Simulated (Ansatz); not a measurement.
Computed with DFT PBE, scalar-relativistic, plane waves, PAW in Ansatz. All cells share a 420 eV cutoff and Γ-centred k meshes spaced at most about 0.3 Å⁻¹ (about 0.25 or finer for metals, 2π included). Collinear spin in cells that started with moments and kept them past the coarse steps, no spin elsewhere.

These are static total energies at zero pressure.

Two relaxed structures of SrAlPtC6N6:

1. (site moments Pt 1.1 μB) Space group F-43m (No. 216), cubic, a = 10.986 Å. Around Sr lie 12 N at 3.92 Å and 12 C at 3.94 Å (long against covalent radii, as for large ions); around Al lie 6 C at 2.08 Å; Pt is surrounded by 6 N at 2.25 Å; C is surrounded by 1 N at 1.17 Å, 1 Al at 2.08 Å, 4 C at 2.94 Å, 1 Pt at 3.41 Å, 4 N at 3.86 Å, 2 Sr at 3.94 Å and 4 N at 4.09 Å; N has 1 C at 1.17 Å, 1 Pt at 2.25 Å, 4 N at 3.18 Å, 1 Al at 3.25 Å, 4 C at 3.86 Å, 2 Sr at 3.92 Å and 4 C at 4.09 Å.

2. (site moments Sr 0.3; Pt 1.0 μB) Space group F-43m (No. 216), cubic, a = 10.703 Å. Sr is surrounded by 12 C at 3.81 Å and 12 N at 3.85 Å (long against covalent radii, as for large ions); around Al lie 6 N at 1.97 Å; around Pt lie 6 C at 2.21 Å; around C lie 1 N at 1.17 Å, 1 Pt at 2.21 Å, 4 C at 3.13 Å, 1 Al at 3.14 Å, 4 N at 3.71 Å and 2 Sr at 3.81 Å; N has 1 C at 1.17 Å, 1 Al at 1.97 Å, 4 N at 2.78 Å, 1 Pt at 3.38 Å, 4 C at 3.71 Å and 2 Sr at 3.85 Å.

Question: Which placement of the atoms is lower in energy, and by how much?

Answer: Cell 2 is lower, by 165 meV/atom. The two share one framework of sites and differ in which element sits where. Cell 1 has space group F-43m (No. 216), 22.1 Å³/atom and no gap on its mesh; cell 2 has space group F-43m (No. 216), 20.4 Å³/atom and no gap. The shortest distance is 1.17 Å (C–N) in cell 1 and 1.17 Å (C–N) in cell 2. The denser one is the lower, and pressure would at first widen the difference. Even the lower one lies +0.30 eV/atom against the reference forms of the elements (uncorrected), so neither is stable at this level. Both come from invented guesses.

These runs have no spin–orbit coupling, which can matter for Pt. The magnetic state reached may not be the lowest. Cells relaxed within their symmetry can be saddle points.
